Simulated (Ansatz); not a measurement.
Consider the following.

ZrSe$_{3}$:
```yaml
crystal:
  lattice:
    - [5.47911, 0.00000, 0.00000]
    - [0.00000, 3.78127, 0.00000]
    - [-1.28475, 0.00000, 9.66375]
  atoms:
    - { symbol: Zr, position: [0.28564, 0.25000, 0.65259] }
    - { symbol: Zr, position: [0.71436, 0.75000, 0.34741] }
    - { symbol: Se, position: [0.11322, 0.75000, 0.82272] }
    - { symbol: Se, position: [0.88678, 0.25000, 0.17728] }
    - { symbol: Se, position: [0.54056, 0.75000, 0.82043] }
    - { symbol: Se, position: [0.45944, 0.25000, 0.17957] }
    - { symbol: Se, position: [0.23748, 0.75000, 0.44754] }
    - { symbol: Se, position: [0.76252, 0.25000, 0.55246] }
```

This is the r²SCAN-relaxed structure. x, y and z are the axes in which the lattice vectors are written.

### Question
All from plane-wave PAW r²SCAN (Ansatz code), unless another level is named. Predict the band gap.

### Answer
0.81 eV (indirect).

### Question
And the smallest direct gap on the standard path?

### Answer
1.04 eV.

### Question
And the formation energy from the elements (no fitted shifts)?

### Answer
-1.24 eV/atom.

### Question
What about the valence-band maximum?

### Answer
off the standard path, at k = (-0.115, 0.000, 0.013).

Space group P2_1/m. The first step of the workflow began from a Materials Project structure, measured or hypothetical; the Crystallography Open Database files this formula in space group No. 11, but the cells were not matched. Whether it is the stable phase at ambient conditions was not checked. The cell was relaxed with r²SCAN under the symmetry of its start; whether a distortion lowers the energy is not shown. No spin polarisation was allowed. A crystal of weakly bound layers computed without a dispersion correction: the cell and the soft elastic constants depend strongly on that. The references are the lowest solids computed at this level, not always the standard phases. Spin–orbit coupling is left out wherever it is not named.

Potentials: the later of the program's two PAW sets.
